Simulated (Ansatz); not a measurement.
# Bi: one input, then a changed one

The cell comes from COD entry 5000215, which wasn't checked; take it as a given geometry. It differs from other determinations. The listed cell was then made from it by scaling, straining or moving an atom.

First run: DFT, PBE, PAW with Ansatz's default frozen-core files, scalar-relativistic (Ansatz 0.2.0).

Command: `ansatz run input.yaml --threads 1 --pin off --max-ram 2048MiB --backend cpu --events-out ev --progress --plain --runs-dir out` The run took 18 s on 1 thread of Intel(R) Xeon(R) 6975P-C (Granite Rapids), with other jobs on the host.

```yaml
crystal:
  lattice:
    - [2.3264222754, 1.343160527, 4.0403311668]
    - [-2.3264222754, 1.343160527, 4.0403311668]
    - [0.0, -2.686321054, 4.0403311668]
  atoms:
    - { symbol: Bi, position: [0.234, 0.234, 0.234] }
    - { symbol: Bi, position: [0.766, 0.766, 0.766] }
kpoints:
  mp_grid: { grid: [9, 9, 9] }
scf:
  occupations: { method: fermi_dirac, width: 0.05 }
hamiltonian:
  xc: pbe
  pseudopotentials: { kind: paw }
output:
  forces: true
  stress: true
  efg: { contact_densities: true }
  write_density: true
  write_potential: true
  elf: true
  volumetric_format: npy
relax:
  f_tol: 0.005
  max_steps: 80
  cell: {}
```

Result: converged; relaxed volume 36.808 Å³/atom; 31 SCF iterations in all.

Spin–orbit coupling is left out, though it moves levels of the heavy atoms by tenths of an eV or more.

A second run of a changed input logged this at its end:

```
Error: inconsistent input (magnetization.spin_polarized): false but per-atom `spin:`, `per_species`, `initial_magnetization`, `magnetic_field`, or `spin_locking` is set
```

Problem. What was wrong with the input?

Solution. A moment without spin polarisation, by this change (others could give a like log):
```diff
@@ -5,5 +5,5 @@
     - [0.0, -2.686321054, 4.0403311668]
   atoms:
-    - { symbol: Bi, position: [0.234, 0.234, 0.234] }
+    - { symbol: Bi, position: [0.234, 0.234, 0.234], spin: 2.0 }
     - { symbol: Bi, position: [0.766, 0.766, 0.766] }
 kpoints:
@@ -11,4 +11,5 @@
 scf:
   occupations: { method: fermi_dirac, width: 0.05 }
+  max_iter: 80
 hamiltonian:
   xc: pbe
@@ -18,8 +19,4 @@
   stress: true
   efg: { contact_densities: true }
-  write_density: true
-  write_potential: true
-  elf: true
-  volumetric_format: npy
 relax:
   f_tol: 0.005
```
